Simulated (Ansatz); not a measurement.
## MnIr (P4/mmm) under compression and expansion

```xyz
2
Lattice="2.7259 0.0000 0.0000 0.0000 2.7259 0.0000 0.0000 0.0000 3.6430" Properties=species:S:1:pos:R:3 pbc="T T T"
Mn    1.3629    1.3629    1.8215
Ir    0.0000    0.0000    0.0000
```

The reference geometry is a structure as deposited in COD; nothing is relaxed.

Functional, mesh and filling: PBEsol, 14×14×11 k mesh, Fermi–Dirac smearing of 0.03 eV. PAW means Ansatz 0.2.0 on its default frozen-core files; LAPW is all-electron LAPW in Ansatz 0.2.0. Site moments are integrated in spheres about the atoms, whose radii differ between the methods. Start moments of the first PAW run (μB): Mn1 4.

The cell shown is scaled evenly to other volumes, and every spin-polarised run starts from the same moments.

```csv
V/V₀,Å³/atom,M PAW (μB/cell),M LAPW (μB/cell),"largest site moment, PAW (μB)",P PAW (GPa),P LAPW (GPa),"F − F(unpolarised), PAW (meV/atom)"
0.72,9.74,0.00,–,0.00,?,–,0
0.8,10.83,0.28,0.30,0.28,59.4,59.4,0
0.85,11.50,0.84,–,0.87,?,–,-7
0.9,12.18,0.98,0.99,1.05,6.3,6.4,?
0.95,12.86,1.17,1.18,1.28,-9.9,-9.9,-36
1,13.53,1.45,1.44,1.58,-21.0,-21.0,-58
1.05,14.21,2.89,2.89,2.94,-17.3,-17.3,-117
1.1,14.89,3.07,3.07,3.14,-23.4,-23.4,-196
1.18,15.97,3.31,–,3.41,-29.9,–,-322
```

Question: Give the missing entry: row "0.85", column "P PAW (GPa)".

Answer: 29.3.

Question: What belongs in the row "0.72", column "P PAW (GPa)"?

Answer: 138.0.

Question: Give the missing entry: row "0.9", column "F − F(unpolarised), PAW (meV/atom)".

Answer: -20.

The moments are gone at V/V₀ = 0.72 (138 GPa), and present from 0.8 (59 GPa) upwards, where the largest is 0.28 μB at first. Between V/V₀ = 1.05 and 1.0 the largest moment drops from 2.94 to 1.58 μB.

The PAW files were made with PBE; the program remakes their cores once for the run's functional and then keeps them frozen. Under strong compression frozen cores are worth checking against an all-electron run. The Ansatz runs typed with the search for lower states off end where their start leads. Spin–orbit coupling is left out although heavy atoms are present. These are results for the start and cell typed. The real compound can order otherwise, in a larger cell, or not at all, since semilocal functionals at zero temperature often overstate magnetism.
